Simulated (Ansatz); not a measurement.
RbSc5Te8:
```yaml
crystal:
  lattice:
    - [10.75275, 2.08979, 0.00000]
    - [-10.75275, 2.08979, 0.00000]
    - [-2.59150, 0.00000, 10.01036]
  atoms:
    - { symbol: Rb, position: [0.00000, 0.00000, 0.00000] }
    - { symbol: Sc, position: [0.20541, 0.79459, 0.84380] }
    - { symbol: Sc, position: [0.79459, 0.20541, 0.15620] }
    - { symbol: Sc, position: [0.50000, 0.50000, 0.50000] }
    - { symbol: Sc, position: [0.84408, 0.15592, 0.52386] }
    - { symbol: Sc, position: [0.15592, 0.84408, 0.47614] }
    - { symbol: Te, position: [0.92460, 0.07540, 0.33668] }
    - { symbol: Te, position: [0.07540, 0.92460, 0.66332] }
    - { symbol: Te, position: [0.58433, 0.41567, 0.31594] }
    - { symbol: Te, position: [0.41567, 0.58433, 0.68406] }
    - { symbol: Te, position: [0.66501, 0.33499, 0.99579] }
    - { symbol: Te, position: [0.33499, 0.66501, 0.00421] }
    - { symbol: Te, position: [0.73771, 0.26229, 0.65780] }
    - { symbol: Te, position: [0.26229, 0.73771, 0.34220] }
```

Relaxed with r²SCAN.

### Question
Give the Bader charges and basin volumes of the independent atoms, the program Ansatz at the r²SCAN level (PAW).

### Answer


```json
[
 {"atom": "Rb1", "Bader charge (e)": "+0.85", "Bader volume (Å³)": "32.8"},
 {"atom": "Sc2", "Bader charge (e)": "+1.69", "Bader volume (Å³)": "11.9"},
 {"atom": "Sc4", "Bader charge (e)": "+1.69", "Bader volume (Å³)": "11.7"},
 {"atom": "Sc5", "Bader charge (e)": "+1.69", "Bader volume (Å³)": "11.9"},
 {"atom": "Te7", "Bader charge (e)": "-1.17", "Bader volume (Å³)": "42.3"},
 {"atom": "Te9", "Bader charge (e)": "-1.15", "Bader volume (Å³)": "47.4"},
 {"atom": "Te11", "Bader charge (e)": "-1.12", "Bader volume (Å³)": "47.5"},
 {"atom": "Te13", "Bader charge (e)": "-1.22", "Bader volume (Å³)": "41.7"}
]
```

Space group C2/m. The workflow started from a Materials Project entry (that database holds measured and hypothetical structures alike); the Crystallography Open Database copy checked does not list it. Whether it is the stable phase at ambient conditions was not checked. The cell was relaxed with r²SCAN under the symmetry of its start; its stability against distortions is not shown here. No spin polarisation was allowed. Scalar-relativistic: spin–orbit coupling is off unless named, which matters more the heavier the elements.

Potentials: the later of the program's two PAW sets.
